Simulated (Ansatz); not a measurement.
NaBrF$_{4}$ in space group I4/mcm (No. 140; Na on 4a, Br on 4d, F on 16l) at seven volumes, r²SCAN (plane waves, PAW; program Ansatz), shape and atoms relaxed at each. One row is withheld.

```
V (Å³/atom)  P (GPa)
-----------  -------
12.886             ?
13.311          2.53
13.735          1.15
14.160          0.00
14.585         -0.88
15.010         -1.62
15.435         -2.19
```

Problem. Fit the shown pressures and predict the withheld one.

Solution. Third-order Birch–Murnaghan: P = (3/2)B₀(x^(7/2) − x^(5/2))[1 + (3/4)(B′ − 4)(x − 1)] with x = (V₀/V)^(2/3). Least squares on the six rows gives V₀ = 14.166 Å³/atom, B₀ = 33.49 GPa, B′ = 6.27. At V = 12.886, x = 1.0652 and P = 4.26 GPa. The run itself gave 4.28 GPa.

The workflow started from a Materials Project entry (that database holds measured and hypothetical structures alike); the Crystallography Open Database copy checked does not list it. Its standing as an ambient phase is unchecked. The r²SCAN relaxation kept the symmetry of its start; its stability against distortions is not shown here.

Potentials: the later of the program's two PAW sets.
